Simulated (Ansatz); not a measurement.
Ansatz (a quantum-chemistry and plane-wave program) input:

Ansatz 0.2 input:
```yaml
crystal:
  lattice:
    - [0.0, 2.2741650269, 2.2741650269]
    - [2.2741650269, 0.0, 2.2741650269]
    - [2.2741650269, 2.2741650269, 0.0]
  atoms:
    - { symbol: B, position: [0.25, 0.25, 0.25] }
    - { symbol: P, position: [0.5, 0.5, 0.5] }
kpoints:
  mp_grid: { grid: [8, 8, 8] }
hamiltonian:
  xc: hse06
  pseudopotentials: { kind: paw }
scf:
  n_extra_bands: 6
  occupations: { method: fixed }
output:
  eigenvalues: true
  eigenstates:
    e_range: [-9.0, 9.9]
    kpoints:
      - [0.0, 0.0, 0.0]  # VBM
      - [0.0, 0.414062, 0.414062]  # CBM
      - [0.0, 0.0, 0.0]  # GAMMA
      - [0.5, 0.0, 0.5]  # X
      - [0.5, 0.5, 0.5]  # L
      - [0.5, 0.25, 0.75]  # W
      - [0.375, 0.375, 0.75]  # K
      - [0.625, 0.25, 0.625]  # U
```

Output (shortened):

```
Pseudopotential: B, paw, valence charge 3
Pseudopotential: P, paw, valence charge 5
Functional definition: HSE06
davidson cushion auto → on  (no smearing: the cushion is to keep the highest requested band from converging to the state above it …
Crystal: 2 atoms, lattice volume = 23.523 Å³
Basis set: ecut = 420 eV, 459 PW (Γ)
Bands: 10, of which v1, the nominal top of the filled ones, is band 4 counted from 1 (3 counted from 0)
Symmetry: 24 space group operations
Space group: F-43m (ITA 216), of the structure as read, at distance tolerance 2.9e-5 Å
k-points: 29 of 512 (time reversal used)
SCF iter   1: F=—  HF=-912.441034 eV  |F-HF|=—  |Δ(HF+E_count)|=         —  Δρ=1.13e-3  dr2=1.60e-4  ethr=1.77e-3  ⟨swp⟩=2.0  Hψ=2224  notcnv=0
preconditioner: auto → none
SCF iter   2: F=-912.441122 eV  HF=-912.441092 eV  |F-HF|=2.98e-5  |Δ(HF+E_count)|=   5.78e-5  Δρ=5.09e-4  dr2=2.17e-5  ethr=2.00e-6  ⟨swp⟩=3.0  Hψ=752  notcnv=0  defer=2
SCF 1 stopped early in 2 iterations: F = -912.441122 eV  dr2 = 2.17e-5
Crystal: 2 atoms, lattice volume = 23.523 Å³
Exchange kernel: α = 0.2500, screened, ω = 0.2079 Å⁻¹, Wigner–Seitz truncation, v(0) = 1046.8313 eV·Å³, q-mesh 8×8×8, nearest image of the exchange supercell L …
Frozen-core exchange: fock
SCF iter   1: F=—  HF=-913.126328 eV  |F-HF|=—  |Δ(HF+E_count)|=         —  Δρ=4.34e-3  dr2=2.56e-3  ethr=2.71e-6  ⟨swp⟩=6.1  Hψ=1525  notcnv=0
preconditioner: auto → none
SCF iter   2: F=—  HF=-913.125288 eV  |F-HF|=—  |Δ(HF+E_count)|=   1.04e-3  Δρ=1.94e-3  dr2=5.86e-4  ethr=2.71e-6  ⟨swp⟩=3.0  Hψ=985  notcnv=0
SCF iter   3: F=—  HF=-913.127072 eV  |F-HF|=—  |Δ(HF+E_count)|=   1.78e-3  Δρ=6.25e-4  dr2=5.37e-5  ethr=2.71e-6  ⟨swp⟩=3.0  Hψ=851  notcnv=0
iter 4 solved again at ethr=2.32e-8 eV; its pass at ethr=6.11e-7 eV (dr2=1.86e-6 eV) is discarded
SCF iter   4: F=—  HF=-913.127054 eV  |F-HF|=—  |Δ(HF+E_count)|=   1.83e-5  Δρ=9.67e-5  dr2=4.65e-6  ethr=2.32e-8  ⟨swp⟩=2.6  Hψ=1430  notcnv=0
SCF iter   5: F=-913.127073 eV  HF=-913.127074 eV  |F-HF|=6.56e-7  |Δ(HF+E_count)|=   2.02e-5  Δρ=8.61e-5  dr2=1.27e-6  ethr=2.32e-8  ⟨swp⟩=3.0  Hψ=931  notcnv=0
SCF 2 stopped early in 5 iterations: F = -913.127073 eV  dr2 = 1.27e-6
hybrid outer 1: dexx = +2.298e-3 eV, tail = 3.75e-6 eV
Crystal: 2 atoms, lattice volume = 23.523 Å³
Exchange kernel: α = 0.2500, screened, ω = 0.2079 Å⁻¹, Wigner–Seitz truncation, v(0) = 1046.8313 eV·Å³, q-mesh 8×8×8, nearest image of the exchange supercell L …
Frozen-core exchange: fock
SCF iter   1: F=—  HF=-913.127066 eV  |F-HF|=—  |Δ(HF+E_count)|=         —  Δρ=2.85e-5  dr2=2.77e-7  ethr=2.34e-7  ⟨swp⟩=2.1  Hψ=698  notcnv=0
preconditioner: auto → none
iter 2 solved again at ethr=7.73e-11 eV; its pass at ethr=2.84e-9 eV (dr2=6.18e-9 eV) is discarded
SCF iter   2: F=-913.127066 eV  HF=-913.127066 eV  |F-HF|=1.54e-9  |Δ(HF+E_count)|=   7.34e-8  Δρ=7.37e-6  dr2=9.14e-9  ethr=7.73e-11  ⟨swp⟩=2.2  Hψ=1591  notcnv=0
SCF 3 converged in 2 iterations: F = -913.127066 eV  dr2 = 9.14e-9
hybrid outer 2: dexx = +2.477e-8 eV, tail = 1.87e-8 eV, Δε = 1.65e-3 eV (about 1.83e-4 eV left of the loop's levels)
NSCF: frozen V_eff on 8 k-points
hybrid SCF converged: 2 outer / 7 inner (+2 warm-up), last move |dexx| = 2.48e-8 eV, tail = 1.87e-8 eV
Stability not checked (fock_operator)
Free energy (F): -913.127066 eV
Frozen-core exchange: fock
Harris-Foulkes:  -913.127066 eV  (|F-HF|=1.54e-9)
Internal energy: -913.127066 eV  (E = F + TS)
E sigma→0 (E₀):  -913.127066 eV
Fermi energy:    8.758601 eV
--- Per-component energies (eV) ---
  E_band       = 12.996275
  E_kinetic    = 121.091456
  E_local      = -67.365684  (includes V_loc(G=0)·N_el)
  E_nonlocal   = 44.230073
  E_hartree    = 17.075304
  E_xc         = -77.357999
  E_vxc        = -81.451849  (∫ρ·V_xc dr)
  E_exx        = -13.706734  (= α·E_x^exact, valence–valence)
  E_paw        = -652.162158  (= ΣΔE_a)
  E_vpaw       = -10.245034  (= ΣTr[D̂ρ^β])
  E_aug_tail   = 0.000001  (compensation charges beyond the density's cutoff)
  E_ewald      = -284.843117
  E_core_change = -0.088209  (= ΣΔE_core)
  E_smearing   =  0.000000  (= −TS)
  E_closure    = 0.000000  (closes the sum)
  Σ components = -913.127066   (vs F -913.127066, Δ=0.00e0)
  [band-id]    e_kinetic+e_local+e_nonlocal+2·e_hartree+e_vxc+2·e_exx+e_vpaw+e_augmentation_tail = 12.996104   (vs E_band 12.996275, Δ=-1.71e-4)
--- Band table (eV; the first three rows and the last of 29) ---
  k-point 0: bands = ["-8.2678", "8.7586", "8.7586", "8.7586", "13.0862", "13.0862", "13.0862", "17.3323", "21.2967", "22.0789"]
  k-point 1: bands = ["-7.9610", "6.7693", "8.3099", "8.3099", "13.6156", "13.7128", "13.7128", "18.1672", "21.1268", "21.1268"]
  k-point 2: bands = ["-7.0601", "3.4579", "7.5557", "7.5557", "13.6813", "14.5411", "14.5411", "19.6911", "20.8751", "20.8751"]
  k-point 28: bands = ["-2.6148", "-0.2248", "2.6084", "2.8274", "15.0829", "16.4995", "17.2358", "17.4343", "23.1120", "26.4851"]
```

Cost: roughly 30 core-seconds on shared cores.

The points marked VBM and CBM come from a semilocal run.

Symmetry was held in the PBE relaxation; phonons on a q-mesh show no instability. The volume moved by 18 % from the start of the relaxation.

Potentials: the later of the program's two PAW sets.

Ansatz is a plane-wave DFT program.
